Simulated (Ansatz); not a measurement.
**SiO2 with Nb replacing Si: gradients before and after relaxing the atoms**

Start: a supercell of SiO2 (cristobalite type, P4_12_12) built from a structure deposited in the COD, with all atoms left at the host's positions.

```cif
data_NbSi15O32
_symmetry_space_group_name_H-M 'C2'
_symmetry_Int_Tables_number 5
_cell_length_a 13.9260
_cell_length_b 14.0912
_cell_length_c 9.9058
_cell_angle_alpha 90.000
_cell_angle_beta 134.662
_cell_angle_gamma 90.000
loop_
_atom_site_label
_atom_site_type_symbol
_atom_site_symmetry_multiplicity
_atom_site_Wyckoff_symbol
_atom_site_fract_x
_atom_site_fract_y
_atom_site_fract_z
Nb Nb 2 a 0.0000 0.8505 0.0000
Si2 Si 2 a 0.5000 0.8505 0.0000
Si3 Si 4 c 0.7500 0.6005 0.5000
Si5 Si 4 c 0.9755 0.7500 0.7010
Si6 Si 4 c 0.4755 0.7500 0.7010
Si7 Si 4 c 0.2255 0.0000 0.2010
Si8 Si 4 c 0.7255 0.0000 0.2010
Si9 Si 4 c 0.2500 0.6495 0.0000
Si11 Si 2 b 0.5000 0.8995 0.5000
Si12 Si 2 b 0.0000 0.8995 0.5000
O17 O 4 c 0.1232 0.9142 0.0682
O18 O 4 c 0.6232 0.9142 0.0682
O19 O 4 c 0.8732 0.6642 0.5682
O20 O 4 c 0.3732 0.6642 0.5682
O21 O 4 c 0.1282 0.7159 0.8283
O22 O 4 c 0.6282 0.7159 0.8283
O23 O 4 c 0.3782 0.9659 0.3283
O24 O 4 c 0.8782 0.9659 0.3283
O25 O 4 c 0.3050 0.5858 0.9318
O26 O 4 c 0.8050 0.5858 0.9318
O27 O 4 c 0.5550 0.8358 0.4318
O28 O 4 c 0.0550 0.8358 0.4318
O29 O 4 c 0.5499 0.7841 0.1717
O30 O 4 c 0.0499 0.7841 0.1717
O31 O 4 c 0.2999 0.5341 0.6717
O32 O 4 c 0.7999 0.5341 0.6717
```

One atom of each set is listed; the run and its k-mesh use a cell of 48 atoms with edges of 9.91, 9.91, 9.91 Å.

Method: Kohn–Sham DFT in Ansatz, PBE, plane waves and PAW, scalar-relativistic, 420 eV cutoff, Γ-centred 3×3×3 k-points, Fermi–Dirac smearing 0.01 eV, cell charge +1.

The largest force at the start is 14 eV/Å. Relaxing the ions at fixed cell moves them by 0.429 Å at most (atom 30, O) and 0.247 Å rms.

```csv
site,moved (Å),first shell before,first shell after,V_zz before (10²¹ V/m²),η before
Nb,0.237,4 O at 1.60–1.61 Å,4 O at 1.84–1.85 Å,-1.09,0.16
Si3,0.248,4 O at 1.60–1.61 Å,4 O at 1.62–1.64 Å,0.33,0.65
Si5,0.330,4 O at 1.60–1.61 Å,4 O at 1.61–1.67 Å,1.01,0.72
Si6,0.160,4 O at 1.60–1.61 Å,4 O at 1.62–1.63 Å,-0.24,0.81
Si7,0.142,4 O at 1.60–1.61 Å,4 O at 1.61–1.67 Å,0.81,0.34
Si8,0.138,4 O at 1.60–1.61 Å,4 O at 1.62–1.63 Å,-0.32,0.54
Si9,0.116,4 O at 1.60–1.61 Å,4 O at 1.62–1.63 Å,-0.38,0.38
Si11,0.002,4 O at 1.60–1.61 Å,4 O at 1.62–1.63 Å,-0.22,0.46
Si12,0.017,4 O at 1.60–1.61 Å,4 O at 1.62–1.64 Å,-0.47,0.48
O17,0.290,"1 Nb at 1.60 Å, 1 Si at 1.61 Å, angle 147°","1 Si at 1.67 Å, 1 Nb at 1.84 Å, angle 137°",4.40,0.08
O21,0.194,"2 Si at 1.60–1.61 Å, angle 147°","2 Si at 1.61–1.63 Å, angle 150°",9.10,0.17
O28,0.142,"2 Si at 1.60–1.61 Å, angle 147°","2 Si at 1.62–1.64 Å, angle 142°",9.32,0.09
O30,0.429,"1 Si at 1.60 Å, 1 Nb at 1.61 Å, angle 147°","1 Si at 1.67 Å, 1 Nb at 1.85 Å, angle 137°",4.56,0.06
O31,0.287,"2 Si at 1.60–1.61 Å, angle 147°","2 Si at 1.63–1.64 Å, angle 135°",9.41,0.18
```

Task: How do the gradients change?

Result: 

| site | V_zz after | η after | change of V_zz |
| --- | --- | --- | --- |
| Nb | -2.37 | 0.15 | – |
| Si3 | 1.09 | 0.38 | +0.76 |
| Si5 | 2.68 | 0.52 | +1.67 |
| Si6 | -0.60 | 0.61 | -0.36 |
| Si7 | 2.34 | 0.18 | +1.53 |
| Si8 | -0.59 | 0.70 | -0.27 |
| Si9 | 0.84 | 0.86 | – |
| Si11 | 0.53 | 0.11 | – |
| Si12 | 1.34 | 0.16 | – |
| O17 | 5.26 | 0.24 | +0.86 |
| O21 | 9.82 | 0.13 | +0.72 |
| O28 | 9.49 | 0.18 | +0.17 |
| O30 | 5.56 | 0.22 | +1.00 |
| O31 | 8.99 | 0.35 | -0.42 |

The largest change of V_zz along a kept axis is on Si5, from 1.01 to 2.68. The whole tensor moves most on O21, by 3.22 along its most changed direction. Small gradients that grow severalfold: Si3 (0.33 to 1.09). In per cent, |V_zz| changes by +166 to +191 on Si, -4 to +22 on O (all sites that start above 0.5, bar those whose gradient vanishes or changes sign or whose main axis turns by over 40°). Where |V_zz| stays above 0.1 and the axes keep their order, η moves most on Si3, from 0.65 to 0.38. On Si7, Si8, Si6 V_xx and V_yy change places (or their axes turn by over 50°), so the two values of η hide a larger change. On Nb, Si12, Si9, Si11, Si2 (not all in the table) the largest principal value lies along another axis in the second run, so the two V_zz can't be compared directly. The table leaves out 12 of the 26 sites, with |V_zz| up to 9.87; their tensors move by 1.84 at most along any direction. The statements above cover all sites. The host's own positions weren't relaxed first, so part of the change far from the defect can be the host's relaxation.

The defect repeats with the cell of 48 atoms, so it feels its images: sites between two images don't show the values beside a lone defect, and zeros or small values of η there can come from the images' arrangement. O and Si carry a gradient in the pure host already, so the values there aren't the defect's effect alone. A uniform background compensates the cell's charge. Without spin–orbit coupling (the program notes it for Nb) the gradients are little affected as a rule: paired runs on crystals with a gap mostly move them by under 2 % at such atoms.
Before: The cell keeps the host's lattice, where the PBE pressure is 15 GPa (in a charged cell this depends on the convention for the mean potential). The neighbours have not yet relaxed around the defect (largest force 14 eV/Å), so the values at and beside it are those of a strained start, not of the defect in a real crystal.
After: The relaxation keeps the site symmetry 2 of the start, so the impurity can move only along its axis; a start off the site could end lower.
